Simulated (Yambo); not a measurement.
# BeSe: sweep of GW parameters

G0W0@LDA for BeSe (zinc blende, space group F-43m, No. 216) in Yambo. Reference settings: 6×6×6 Γ-centred k mesh, bands 7 to 79 and a 10 Ry block in the screening, 79 bands in G with the Bruneval-Gonze terminator, plasmon pole fitted at 27.2 eV. The LDA gap Γ → X on this mesh is 2.41 eV; G0W0 gaps are taken between the same points.

```json
[
 {"change from the reference": "reference settings", "G0W0 gap Γ → X (eV)": "4.29", "shift of the valence edge (eV)": "-1.33", "rough Yambo cost": "1"},
 {"change from the reference": "44 bands in W, 44 bands in G", "G0W0 gap Γ → X (eV)": "4.26", "shift of the valence edge (eV)": "-1.22", "rough Yambo cost": "within a factor of two"},
 {"change from the reference": "exchange cut at 40 Ry", "G0W0 gap Γ → X (eV)": "4.29", "shift of the valence edge (eV)": "-1.32", "rough Yambo cost": "–"},
 {"change from the reference": "20 bands in W, 20 bands in G, 2 Ry block", "G0W0 gap Γ → X (eV)": "4.19", "shift of the valence edge (eV)": "-0.82", "rough Yambo cost": "about 1/6"},
 {"change from the reference": "20 bands in W, 20 bands in G, 8 Ry block", "G0W0 gap Γ → X (eV)": "4.32", "shift of the valence edge (eV)": "-0.92", "rough Yambo cost": "about 1/5"},
 {"change from the reference": "29 bands in W, 29 bands in G, 4 Ry block", "G0W0 gap Γ → X (eV)": "4.16", "shift of the valence edge (eV)": "-1.00", "rough Yambo cost": "about 1/4"},
 {"change from the reference": "29 bands in W, 29 bands in G, 8 Ry block", "G0W0 gap Γ → X (eV)": "4.23", "shift of the valence edge (eV)": "-1.06", "rough Yambo cost": "about 1/3"},
 {"change from the reference": "44 bands in W, 44 bands in G, 2 Ry block", "G0W0 gap Γ → X (eV)": "4.02", "shift of the valence edge (eV)": "-1.00", "rough Yambo cost": "about 1/3"},
 {"change from the reference": "44 bands in W, 44 bands in G, 6 Ry block", "G0W0 gap Γ → X (eV)": "4.18", "shift of the valence edge (eV)": "-1.15", "rough Yambo cost": "about 1/3"},
 {"change from the reference": "44 bands in W, 44 bands in G, 8 Ry block", "G0W0 gap Γ → X (eV)": "4.21", "shift of the valence edge (eV)": "-1.18", "rough Yambo cost": "about 1/2"},
 {"change from the reference": "60 bands in W, 60 bands in G, 2 Ry block", "G0W0 gap Γ → X (eV)": "4.01", "shift of the valence edge (eV)": "-1.02", "rough Yambo cost": "about 1/2"},
 {"change from the reference": "2 Ry block", "G0W0 gap Γ → X (eV)": "4.01", "shift of the valence edge (eV)": "-1.03", "rough Yambo cost": "within a factor of two"},
 {"change from the reference": "4 Ry block", "G0W0 gap Γ → X (eV)": "4.12", "shift of the valence edge (eV)": "-1.16", "rough Yambo cost": "within a factor of two"},
 {"change from the reference": "60 bands in W, 60 bands in G, 4 Ry block, no terminator", "G0W0 gap Γ → X (eV)": "4.11", "shift of the valence edge (eV)": "-1.09", "rough Yambo cost": "within a factor of two"},
 {"change from the reference": "4 Ry block, no terminator", "G0W0 gap Γ → X (eV)": "4.12", "shift of the valence edge (eV)": "-1.14", "rough Yambo cost": "within a factor of two"}
]
```

The reference isn't shown to be the converged limit. Costs are rough (shared machines), scaled to the same edge states, and given only for runs that recompute the screening.

Spin-orbit splittings are left out.

The standard potential for Se keeps a d shell in the valence without the s and p states of that shell. In tests on such compounds this moved G0W0 gaps by up to about 0.9 eV, so absolute quasiparticle energies here are unreliable; differences between settings are what counts.

Geometry relaxed with LDA; primitive cell a = b = c = 3.593 Å, α = β = γ = 60.00°.

A shift is the quasiparticle energy of the state minus its LDA energy.
